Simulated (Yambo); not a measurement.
Data:

```
CELL_PARAMETERS angstrom
      4.24900     0.00000     0.00000
     -2.12450     3.67974     0.00000
      0.00000     0.00000     4.83348
ATOMIC_POSITIONS crystal
  H  0.66667 0.33333 0.09988
  Al 0.66667 0.33333 0.46479
  Si 0.33333 0.66667 0.55367
  Sr 0.00000 0.00000 0.00466
```

Workflow: PBEsol (pw.x of Quantum ESPRESSO, ONCV potentials, without SOC), then G0W0 in Yambo (3×3×2 Γ-centred k mesh, 136 bands and a 8 Ry block in the screening, 136 bands in G with the Bruneval-Gonze terminator, plasmon pole fitted at 27.2 eV).

Question: Give the PBEsol and G0W0 gaps between the band edges found on this mesh, and say where the edges lie.

Answer: Edges: A → (0, 0.333, 0). PBEsol: 0.81 eV; G0W0: 1.36 eV. The mesh misses an edge: along a dense path the PBEsol gap is 0.42 eV. Convergence of the G0W0 settings was not tested. The k mesh is coarse. 

Geometry strained from the cell relaxed with PBEsol, atoms relaxed again.

The structure is a Materials Project entry; no match was found in the copy of COD used, and its stability was not checked.
